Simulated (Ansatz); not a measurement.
BaO (rock salt, Fm-3m) under volume change, the program Ansatz at the PBE level (PAW), scaled uniformly.

| V (Å³/atom) | E − E(relaxed) (meV/atom) | P (GPa) |
|---|---|---|
| 19.701 | 44.9 | 8.06 |
| 20.350 | 18.8 | 4.91 |
| 21.000 | [?] | [?] |
| 21.649 | 0.0 | 0.00 |
| 22.299 | 4.0 | -1.91 |
| 22.948 | [?] | [?] |
| 23.597 | 32.2 | -4.88 |

**Question.** Complete the blanks.

**Answer.** 
- 21.000, E − E(relaxed) (meV/atom): 4.4
- 21.000, P (GPa): 2.25
- 22.948, E − E(relaxed) (meV/atom): 15.1
- 22.948, P (GPa): -3.52

**Question.** What does a third-order Birch–Murnaghan fit give for V₀, B₀ and B′?

**Answer.** V₀ = 21.65 Å³/atom, B₀ = 68.9 GPa, B′ = 4.6.

The cell was relaxed with PBE under the symmetry of its start. Spin–orbit coupling is left out wherever it is not named.

Potentials: the earlier of the program's two PAW sets.
